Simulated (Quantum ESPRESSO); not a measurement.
## Calculated data, GaSi6P (made-up cell), Si7As (made-up cell)

All values are calculated (Quantum ESPRESSO 7.5). Calculation on a made-up crystal cell, not a measurement: periodic Kohn-Sham density functional theory in plane waves with PseudoDojo standard norm-conserving scalar-relativistic pseudopotentials, each functional with its own files (v0.5 for PBE, v0.4.1 for LDA and PBEsol), no spin polarisation, no spin-orbit coupling, atoms not relaxed, stress positive in tension, energies less a fixed whole-eV offset for each atom's element; levels are Kohn-Sham levels at fractions of this cell's reciprocal vectors, counted from the reference band (half the neutral cell's valence electrons, rounded up) at Gamma; error bars cover cutoff and k-mesh only, not smearing or the files; added strain carries the atoms with the cell, and shear is the tensor component; each bar is the largest change over components, and at least 0.002 eV, 0.002 eV per angstrom or 0.02 GPa; energies are for the whole cell, and the offsets were chosen from early runs and are not element reference energies.

Common to all runs: lattice type zincblende/diamond; functional pbe; fermi dirac smearing 0.1 eV; scf tolerance 1e-07 eV; electrons removed 0; added strain kind uniform; k mesh 6 x 6 x 6, shifted by half a step.

(1) GaSi6P (made-up cell)

Unstrained structure:
```xyz
8
Lattice="5.3416 0.0435 -0.0913 0.0435 5.3690 -0.0074 -0.0913 -0.0074 5.3455" Properties=species:S:1:pos:R:3 GaSi6P
Si     0.0320    -0.0589    -0.0167
Si    -0.0143     2.6998     2.6573
Si     2.6141     0.0887     2.5796
Si     2.6777     2.6896    -0.0659
Si     1.3117     1.3735     1.2802
Ga     1.2743     4.0485     4.0021
Si     3.9255     1.3531     3.9076
P      3.9924     4.0507     1.2553
```

| Property | Result |
| --- | --- |
| cutoff | 1088 eV |
| added strain | 0.0139 |
| structure shown | before the added strain of 0.0139 |
| free energy less offsets | -0.8237 eV |
| smearing term minus ts | -0.01575 eV |
| scf iterations | 10 |
| pressure | 2.718 GPa |
| stress xx | -2.867 GPa |
| stress yy | -2.322 GPa |
| stress zz | -2.964 GPa |
| stress yz | -1.255 GPa |
| stress xz | -3.197 GPa |
| stress xy | 2.081 GPa |
| fermi level | 0.05331 eV |
| reference band | 21 |
| error bar energy | 0.002 eV |
| error bar stress | 0.02 GPa |
| error bar force | 0.002432 eV/Å |
| error bar next band up | 0.002 eV |
| error bar fermi level | 0.002 eV |
| error bars from | tighter rerun of a related cell |

Atoms:
| atoms element | atom site | atom energy offset (eV) |
| --- | --- | --- |
| Si | 1 | -115 |
| Si | 2 | -115 |
| Si | 3 | -115 |
| Si | 4 | -115 |
| Si | 5 | -115 |
| Ga | 6 | -2080 |
| Si | 7 | -115 |
| P | 8 | -189 |

Forces:
| site | x (eV/Å) | y (eV/Å) | z (eV/Å) |
| --- | --- | --- | --- |
| 1 | -0.9697 | 0.7228 | 0.46 |
| 2 | -0.3432 | -0.4292 | 0.1983 |
| 3 | -0.2398 | -1.222 | 0.4959 |
| 4 | 0.2359 | -0.1495 | 0.009532 |
| 5 | -0.3615 | 0.2827 | -0.3192 |
| 6 | 0.8328 | 0.1053 | -0.992 |
| 7 | 0.7518 | 0.4184 | 0.2932 |
| 8 | 0.09379 | 0.2718 | -0.1458 |

Levels:
| level k point | next band up (eV) |
| --- | --- |
| Gamma | 0.1099 |
| (1/2,1/2,1/2) | 0.03934 |
| (0.15,0,0) | 0.136 |
| (0,0.15,0) | 0.1857 |
| (0,0,0.15) | 0.1168 |

(2) Si7As (made-up cell)

Unstrained structure:
```xyz
8
Lattice="5.4031 0.0849 0.0070 0.0849 5.4273 0.0284 0.0070 0.0284 5.3868" Properties=species:S:1:pos:R:3 Si7As
Si     0.0633    -0.0034    -0.0409
Si    -0.1272     2.6584     2.7938
Si     2.6471    -0.0384     2.6731
Si     2.7892     2.5883     0.0872
As     1.5323     1.4556     1.3267
Si     1.4468     4.0441     4.0859
Si     3.8970     1.4916     3.8703
Si     4.1341     4.0694     1.2734
```

| Property | Result |
| --- | --- |
| cutoff | 1143 eV |
| added strain | -0.0196 |
| structure shown | before the added strain of -0.0196 |
| free energy less offsets | 2.31 eV |
| smearing term minus ts | -0.06386 eV |
| scf iterations | 10 |
| pressure | 13.26 GPa |
| stress xx | -13.66 GPa |
| stress yy | -12.63 GPa |
| stress zz | -13.5 GPa |
| stress yz | 4.908 GPa |
| stress xz | 7.293 GPa |
| stress xy | -4 GPa |
| fermi level | 0.7778 eV |
| reference band | 22 |
| error bar energy | 0.002736 eV |
| error bar stress | 0.1015 GPa |
| error bar force | 0.01793 eV/Å |
| error bar next band up | 0.002 eV |
| error bar fermi level | 0.01189 eV |
| error bars from | tighter rerun of a related cell |

Atoms:
| atoms element | atom site | atom energy offset (eV) |
| --- | --- | --- |
| Si | 1 | -115 |
| Si | 2 | -115 |
| Si | 3 | -115 |
| Si | 4 | -115 |
| As | 5 | -2887 |
| Si | 6 | -115 |
| Si | 7 | -115 |
| Si | 8 | -115 |

Forces:
| site | x (eV/Å) | y (eV/Å) | z (eV/Å) |
| --- | --- | --- | --- |
| 1 | -1.262 | 0.5786 | -0.4386 |
| 2 | 2.579 | 2.196 | -1.06 |
| 3 | 1.106 | -1.222 | 0.04209 |
| 4 | 2.068 | 3.69 | -2.77 |
| 5 | -4.445 | -2.233 | 2.31 |
| 6 | -0.5613 | -0.9386 | -0.1229 |
| 7 | 0.31 | -2.891 | 1.761 |
| 8 | 0.2051 | 0.8207 | 0.2769 |

Levels:
| level k point | next band up (eV) |
| --- | --- |
| Gamma | 0.1993 |
| (1/2,1/2,1/2) | 1.409 |
| (0.15,0,0) | 0.3258 |
| (0,0.15,0) | 0.2583 |
| (0,0,0.15) | 0.2553 |

(3) Si7As (made-up cell)

Structure as in entry 2.

| Quantity | Value |
| --- | --- |
| cutoff | 1143 eV |
| added strain | -0.0161 |
| structure shown | before the added strain of -0.0161 |
| free energy less offsets | 2.184 eV |
| smearing term minus ts | -0.06412 eV |
| scf iterations | 10 |
| pressure | 11.88 GPa |
| stress xx | -12.3 GPa |
| stress yy | -11.24 GPa |
| stress zz | -12.11 GPa |
| stress yz | 4.725 GPa |
| stress xz | 7.038 GPa |
| stress xy | -3.786 GPa |
| fermi level | 0.7741 eV |
| reference band | 22 |
| error bar energy | 0.002736 eV |
| error bar stress | 0.1015 GPa |
| error bar force | 0.01793 eV/Å |
| error bar next band up | 0.002 eV |
| error bar fermi level | 0.01189 eV |
| error bars from | tighter rerun of a related cell |

Atoms:
| atoms element | atom site | atom energy offset (eV) |
| --- | --- | --- |
| Si | 1 | -115 |
| Si | 2 | -115 |
| Si | 3 | -115 |
| Si | 4 | -115 |
| As | 5 | -2887 |
| Si | 6 | -115 |
| Si | 7 | -115 |
| Si | 8 | -115 |

Forces:
| site | x (eV/Å) | y (eV/Å) | z (eV/Å) |
| --- | --- | --- | --- |
| 1 | -1.237 | 0.5391 | -0.4434 |
| 2 | 2.499 | 2.16 | -1.039 |
| 3 | 1.093 | -1.179 | 0.03621 |
| 4 | 2.016 | 3.612 | -2.72 |
| 5 | -4.327 | -2.193 | 2.252 |
| 6 | -0.5592 | -0.9075 | -0.111 |
| 7 | 0.3187 | -2.82 | 1.733 |
| 8 | 0.1974 | 0.7887 | 0.2918 |

Levels:
| level k point | next band up (eV) |
| --- | --- |
| Gamma | 0.1967 |
| (1/2,1/2,1/2) | 1.358 |
| (0.15,0,0) | 0.3292 |
| (0,0.15,0) | 0.2611 |
| (0,0,0.15) | 0.2563 |

(4) Si7As (made-up cell)

Structure as in entry 2.

| Item | Value |
| --- | --- |
| cutoff | 1143 eV |
| added strain | -0.0109 |
| structure shown | before the added strain of -0.0109 |
| free energy less offsets | 2.02 eV |
| smearing term minus ts | -0.06483 eV |
| scf iterations | 10 |
| pressure | 9.935 GPa |
| stress xx | -10.37 GPa |
| stress yy | -9.278 GPa |
| stress zz | -10.16 GPa |
| stress yz | 4.463 GPa |
| stress xz | 6.666 GPa |
| stress xy | -3.473 GPa |
| fermi level | 0.7684 eV |
| reference band | 22 |
| error bar energy | 0.002736 eV |
| error bar stress | 0.1015 GPa |
| error bar force | 0.01793 eV/Å |
| error bar next band up | 0.002 eV |
| error bar fermi level | 0.01189 eV |
| error bars from | tighter rerun of a related cell |

Atoms:
| atoms element | atom site | atom energy offset (eV) |
| --- | --- | --- |
| Si | 1 | -115 |
| Si | 2 | -115 |
| Si | 3 | -115 |
| Si | 4 | -115 |
| As | 5 | -2887 |
| Si | 6 | -115 |
| Si | 7 | -115 |
| Si | 8 | -115 |

Forces:
| site | x (eV/Å) | y (eV/Å) | z (eV/Å) |
| --- | --- | --- | --- |
| 1 | -1.204 | 0.4844 | -0.4481 |
| 2 | 2.381 | 2.103 | -1.007 |
| 3 | 1.076 | -1.121 | 0.02882 |
| 4 | 1.939 | 3.495 | -2.646 |
| 5 | -4.157 | -2.132 | 2.164 |
| 6 | -0.5545 | -0.8615 | -0.09652 |
| 7 | 0.3339 | -2.713 | 1.692 |
| 8 | 0.1857 | 0.7449 | 0.3139 |

Levels:
| level k point | next band up (eV) |
| --- | --- |
| Gamma | 0.1917 |
| (1/2,1/2,1/2) | 1.284 |
| (0.15,0,0) | 0.3341 |
| (0,0.15,0) | 0.2654 |
| (0,0,0.15) | 0.2579 |

(5) Si7As (made-up cell)

Structure as in entry 2.

| Property | Result |
| --- | --- |
| cutoff | 1143 eV |
| added strain | -0.0083 |
| structure shown | before the added strain of -0.0083 |
| free energy less offsets | 1.949 eV |
| smearing term minus ts | -0.06536 eV |
| scf iterations | 10 |
| pressure | 9.008 GPa |
| stress xx | -9.456 GPa |
| stress yy | -8.342 GPa |
| stress zz | -9.227 GPa |
| stress yz | 4.341 GPa |
| stress xz | 6.49 GPa |
| stress xy | -3.328 GPa |
| fermi level | 0.7655 eV |
| reference band | 22 |
| error bar energy | 0.002736 eV |
| error bar stress | 0.1015 GPa |
| error bar force | 0.01793 eV/Å |
| error bar next band up | 0.002 eV |
| error bar fermi level | 0.01189 eV |
| error bars from | tighter rerun of a related cell |

Atoms:
| atoms element | atom site | atom energy offset (eV) |
| --- | --- | --- |
| Si | 1 | -115 |
| Si | 2 | -115 |
| Si | 3 | -115 |
| Si | 4 | -115 |
| As | 5 | -2887 |
| Si | 6 | -115 |
| Si | 7 | -115 |
| Si | 8 | -115 |

Forces:
| site | x (eV/Å) | y (eV/Å) | z (eV/Å) |
| --- | --- | --- | --- |
| 1 | -1.187 | 0.4567 | -0.4516 |
| 2 | 2.324 | 2.077 | -0.9929 |
| 3 | 1.068 | -1.092 | 0.02595 |
| 4 | 1.904 | 3.44 | -2.612 |
| 5 | -4.076 | -2.104 | 2.122 |
| 6 | -0.5527 | -0.8381 | -0.08801 |
| 7 | 0.3391 | -2.663 | 1.672 |
| 8 | 0.1799 | 0.7229 | 0.3248 |

Levels:
| level k point | next band up (eV) |
| --- | --- |
| Gamma | 0.189 |
| (1/2,1/2,1/2) | 1.246 |
| (0.15,0,0) | 0.3365 |
| (0,0.15,0) | 0.2675 |
| (0,0,0.15) | 0.2587 |

(6) Si7As (made-up cell)

Structure as in entry 2.

| Quantity | Value |
| --- | --- |
| cutoff | 1143 eV |
| added strain | 0.0085 |
| structure shown | before the added strain of 0.0085 |
| stress yz | ? |
| fermi level | ? |
| stress xx | ? |
| stress zz | ? |

Atoms:
| atoms element | atom site | atom energy offset (eV) |
| --- | --- | --- |
| Si | 1 | -115 |
| Si | 2 | -115 |
| Si | 3 | -115 |
| Si | 4 | -115 |
| As | 5 | -2887 |
| Si | 6 | -115 |
| Si | 7 | -115 |
| Si | 8 | -115 |

**Q.** Estimate the stress yz of Si7As (made-up cell) (entry 6).
**A.** 3.587 GPa

**Q.** What fermi level does the calculation give for Si7As (made-up cell) (entry 6)?
**A.** 0.74 eV

**Q.** Estimate the stress xx of Si7As (made-up cell) (entry 6).
**A.** -4.277 GPa

**Q.** What stress zz does the calculation give for Si7As (made-up cell) (entry 6)?
**A.** -3.964 GPa

Further results for Si7As (made-up cell) (entry 6):

| Property | Result |
| --- | --- |
| free energy less offsets | 1.637 eV |
| smearing term minus ts | -0.07109 eV |
| scf iterations | 10 |
| pressure | 3.764 GPa |
| stress yy | -3.051 GPa |
| stress xz | 5.464 GPa |
| stress xy | -2.475 GPa |
| reference band | 22 |
| error bar energy | 0.002736 eV |
| error bar stress | 0.1015 GPa |
| error bar force | 0.01793 eV/Å |
| error bar next band up | 0.002 eV |
| error bar fermi level | 0.01189 eV |
| error bars from | tighter rerun of this cell |

Forces:
| site | x (eV/Å) | y (eV/Å) | z (eV/Å) |
| --- | --- | --- | --- |
| 1 | -1.084 | 0.3015 | -0.4673 |
| 2 | 1.982 | 1.909 | -0.9015 |
| 3 | 1.011 | -0.919 | 0.001501 |
| 4 | 1.677 | 3.095 | -2.393 |
| 5 | -3.574 | -1.918 | 1.864 |
| 6 | -0.5359 | -0.7077 | -0.03797 |
| 7 | 0.3764 | -2.351 | 1.549 |
| 8 | 0.1471 | 0.5893 | 0.3857 |

Levels:
| level k point | next band up (eV) |
| --- | --- |
| Gamma | 0.1673 |
| (1/2,1/2,1/2) | 1.01 |
| (0.15,0,0) | 0.3494 |
| (0,0.15,0) | 0.2796 |
| (0,0,0.15) | 0.262 |
